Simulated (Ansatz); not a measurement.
V (bcc, W type)

```xyz
2
Lattice="-2.9590 2.9590 2.9590 1.4795 -1.4795 1.4795 1.4795 1.4795 -1.4795" Properties=species:S:1:pos:R:3 pbc="T T T"
V      0.0000     0.0000     0.0000
V     -1.4795     1.4795     1.4795
```

Scan: atom 2 (V, nearest neighbour V at 2.563 Å; its periodic images, 2.6 Å or more away, move with it) is displaced along Cartesian x, direction (1.000, 0.000, 0.000) in Cartesian axes, by s. The other atoms stay.

Calculation: PBEsol (plane waves to 420 eV, PAW, scalar-relativistic; Ansatz, an electronic-structure program). k mesh 9×18×18 (Γ-centred), Fermi-Dirac smearing 0.05 eV. The energy includes the smearing's −TS. With partly filled bands, energies and forces of such displacements shift with the k mesh and the smearing. The PAW data are Ansatz's earlier set. V is run without spin polarisation. V was relaxed with its symmetry unable to fall. ΔE is measured from the undisplaced structure.

Q: Give the computed ΔE (meV/cell) at s (Å) = -0.408, -0.306, -0.204, 0.204, 0.510.

A: 
```tsv
s (Å)	ΔE (meV/cell)
-0.408	313
-0.306	204
-0.204	101
0.204	101
0.510	408
```

(A displaced cell: forces are minus the slopes of the energy, force constants its curvatures, and phonons follow from these.)
